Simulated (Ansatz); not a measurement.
## Cs$_{2}$AgBiBr$_{6}$ at several levels of theory

One geometry, relaxed with PBE, and single points on it; plane waves with PAW potentials in Ansatz, scalar-relativistic unless the row names spin-orbit coupling. No spin polarisation. Meshes are on the primitive cell of 10 atoms. Gaps are the least over mesh and band path; pressure is positive in compression. Smearing is Gaussian, 0.02 eV.

```cif
data_structure
_symmetry_space_group_name_H-M 'P 1'
_symmetry_Int_Tables_number 1
_cell_length_a 8.1204
_cell_length_b 8.1204
_cell_length_c 8.1204
_cell_angle_alpha 60.000
_cell_angle_beta 60.000
_cell_angle_gamma 60.000
_cell_volume 378.64
loop_
_atom_site_label
_atom_site_type_symbol
_atom_site_fract_x
_atom_site_fract_y
_atom_site_fract_z
_atom_site_occupancy
Cs1 Cs 0.25000 0.25000 0.25000 1
Cs2 Cs 0.75000 0.75000 0.75000 1
Ag1 Ag 0.50000 0.50000 0.50000 1
Bi1 Bi 0.00000 0.00000 0.00000 1
Br1 Br 0.25131 0.74869 0.25131 1
Br2 Br 0.25131 0.74869 0.74869 1
Br3 Br 0.74869 0.25131 0.74869 1
Br4 Br 0.74869 0.25131 0.25131 1
Br5 Br 0.25131 0.25131 0.74869 1
Br6 Br 0.74869 0.74869 0.25131 1
```

```csv
level,cutoff (eV),k mesh,gap (eV),pressure (GPa),rough cost with bands (core-min)
PBE,420,4×4×4,1.33,0.0,2.4
```

Q: What do r2SCAN, PBE with spin-orbit coupling, LDA give on the same cell?

A:
```tsv
level	cutoff (eV)	k mesh	gap (eV)	pressure (GPa)	rough cost with bands (core-min)
r2SCAN	500	4×4×4	1.72	-0.9	4
PBE with spin-orbit coupling	420	4×4×4	1.09	0.1	12
LDA	420	4×4×4	1.16	-2.9	2.3
```

Spin-orbit coupling is left out except in a row that names it, which matters for the bands of heavy elements.